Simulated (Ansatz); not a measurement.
BaCuTeF:
```cif
data_Ba2Cu2F2Te2
_chemical_formula_sum 'Ba2 Cu2 Te2 F2'
_space_group_name_H-M_alt 'P 1'
_space_group_IT_number 1
_cell_length_a 4.41957
_cell_length_b 4.41957
_cell_length_c 9.42636
_cell_angle_alpha 90.000
_cell_angle_beta 90.000
_cell_angle_gamma 90.000
loop_
_space_group_symop_operation_xyz
  'x, y, z'
loop_
_atom_site_label
_atom_site_type_symbol
_atom_site_fract_x
_atom_site_fract_y
_atom_site_fract_z
_atom_site_occupancy
Ba1 Ba 0.00000 0.50000 0.65671 1
Ba2 Ba 0.50000 0.00000 0.34329 1
Cu1 Cu 0.00000 0.00000 0.00000 1
Cu2 Cu 0.50000 0.50000 0.00000 1
Te1 Te 0.50000 0.00000 0.84020 1
Te2 Te 0.00000 0.50000 0.15980 1
F1 F 0.50000 0.50000 0.50000 1
F2 F 0.00000 0.00000 0.50000 1
```

Relaxed with r²SCAN.

Which orbitals make up the states near the band edges in DFT-r²SCAN in the program Ansatz with PAW potentials?

Top 1 eV of the valence band: Te 5p 48 %, Cu 3d 45 %. Bottom 1 eV of the conduction band: Cu 4s 43 %, outside the projected shells 47 %. Projections are on Löwdin-orthogonalised atomic valence shells; empty p or d shells of many metals are not among them.

Tabulate the density of states.

States/eV per cell of 8 atoms, in 0.25 eV bins, energy from the valence-band maximum.

```
E (eV)  total  Cu 3d   F 2p  Te 5p
------  -----  -----  -----  -----
-7.85    0.00   0.00   0.00   0.00
-7.60    0.00   0.00   0.00   0.00
-7.35    0.00   0.00   0.00   0.00
-7.10    0.00   0.00   0.00   0.00
-6.85    0.00   0.00   0.00   0.00
-6.60    0.00   0.00   0.00   0.00
-6.35    0.83   0.00   0.69   0.05
-6.10   22.26   0.03  20.21   0.43
-5.85   13.11   0.02  12.19   0.20
-5.60   11.80   0.02  11.11   0.17
-5.35    0.33   0.04   0.02   0.18
-5.10    2.77   0.30   0.16   1.48
-4.85    6.32   0.55   0.33   3.61
-4.60    3.78   0.40   0.19   2.16
-4.35    0.95   0.07   0.04   0.62
-4.10    0.83   0.10   0.02   0.55
-3.85    0.89   0.29   0.02   0.47
-3.60   18.23   7.22   0.21   9.98
-3.35   12.28   5.33   0.11   6.43
-3.10    1.63   0.46   0.03   1.08
-2.85    0.12   0.12   0.00   0.00
-2.60    4.35   4.28   0.00   0.02
-2.35   16.93  16.13   0.02   0.38
-2.10   24.04  22.97   0.01   0.62
-1.85    3.55   3.01   0.00   0.44
-1.60    4.46   3.41   0.01   0.85
-1.35    6.41   4.44   0.01   1.62
-1.10    5.90   3.28   0.02   2.18
-0.85    6.20   3.03   0.02   2.71
-0.60    5.07   2.11   0.03   2.51
-0.35    2.07   0.81   0.01   1.12
-0.10    0.92   0.33   0.00   0.54
0.15     0.00   0.00   0.00   0.00
0.40     0.00   0.00   0.00   0.00
0.65     0.00   0.00   0.00   0.00
0.90     0.00   0.00   0.00   0.00
1.15     0.00   0.00   0.00   0.00
1.40     0.10   0.00   0.00   0.00
1.65     0.29   0.01   0.00   0.01
1.90     0.41   0.01   0.00   0.02
2.15     0.76   0.02   0.00   0.03
2.40     2.58   0.06   0.01   0.15
2.65     7.98   0.13   0.05   0.57
2.90     6.65   0.09   0.05   0.55
3.15     3.22   0.03   0.02   0.24
3.40     7.83   0.08   0.04   0.62
3.65     4.41   0.03   0.02   0.16
3.90     5.33   0.03   0.03   0.10
4.15     5.19   0.03   0.03   0.10
4.40     6.50   0.03   0.04   0.14
4.65     8.28   0.03   0.05   0.21
4.90     6.42   0.02   0.04   0.18
5.15     7.45   0.02   0.04   0.24
5.40     6.48   0.02   0.04   0.18
5.65     6.46   0.01   0.04   0.19
5.90     7.23   0.01   0.04   0.21
```

Space group P4/nmm. The workflow started from a Materials Project entry (that database holds measured and hypothetical structures alike); the Crystallography Open Database copy checked does not list it. Its standing as an ambient phase is unchecked. The cell was relaxed with r²SCAN under the symmetry of its start; its stability against distortions is not shown here. No spin polarisation was allowed. No Hubbard U is applied. Scalar-relativistic: spin–orbit coupling is off unless named, which matters more the heavier the elements.

Potentials: the later of the program's two PAW sets.
